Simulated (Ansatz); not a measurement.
AlP (NiAs type, P6_3/mmc) is relaxed with PBEsol in the plane-wave PAW code Ansatz. What lattice parameters of the conventional cell result?

a = 3.570 Å, c = 5.757 Å.

Is it a metal or does it have a gap at this level?

No gap at this level.

The start of the workflow was typed in or built on a structure type; neither database checked (COD, Materials Project) lists it. It is not the phase usual at ambient conditions (space group No. 216). The cell was relaxed with PBEsol under the symmetry of its start; of distortions, only those at the zone centre were tested.

Potentials: the later of the program's two PAW sets.
